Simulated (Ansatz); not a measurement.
A geometry of WSe2 away from equilibrium: step 2 of the relaxation of a relaxed WSe2 cell with every coordinate shifted by Gaussian noise of σ = 0.2 Å. The numbers are results of PBE (plane waves to 420 eV, PAW, scalar-relativistic; Ansatz, an electronic-structure program), not measurements. Γ-centred k-mesh 8×8×2 on the run's cell (coarser than for final values), Fermi–Dirac smearing 0.05 eV.

```
CELL_PARAMETERS angstrom
      3.33139    -0.00935     0.01619
     -1.67379     2.89196    -0.00438
      0.07445     0.01976    15.35833
ATOMIC_POSITIONS crystal
  W  0.34717 0.58054 0.24397
  W  0.63888 0.35386 0.76227
  Se 0.37151 0.65108 0.63459
  Se 0.76169 0.31015 0.12643
  Se 0.68278 0.54520 0.37388
  Se 0.37913 0.71619 0.86351
```

Problem. Predict the force on each atom, in eV/Å.

Solution. 
```json
[
 {"atom": "W1", "Fx": "0.06", "Fy": "1.53", "Fz": "-1.74"},
 {"atom": "W2", "Fx": "3.13", "Fy": "0.38", "Fz": "-4.48"},
 {"atom": "Se3", "Fx": "-1.22", "Fy": "0.37", "Fz": "2.39"},
 {"atom": "Se4", "Fx": "-1.43", "Fy": "-1.05", "Fz": "1.27"},
 {"atom": "Se5", "Fx": "1.37", "Fy": "-0.49", "Fz": "0.48"},
 {"atom": "Se6", "Fx": "-1.92", "Fy": "-0.75", "Fz": "2.09"}
]
```

Problem. What is the pressure?

Solution. -2.5 GPa, compression positive.

Problem. How much energy per atom can still be gained by relaxing?

Solution. 0.53 eV/atom; the path ends in P-1 (No. 2) at a tolerance of 0.01 Å, P6₃/mmc (No. 194) at 0.1 Å.

No spin polarisation in the result. Without a van der Waals term the distances between weakly bound units are poorly fixed.

The end of the path is a generated cell of WSe2: the first start was made by placing the elements on the sites of a structure type, and the end was not matched to a known phase here, so it may be hypothetical. Known forms of WSe2 include space group No. 194.
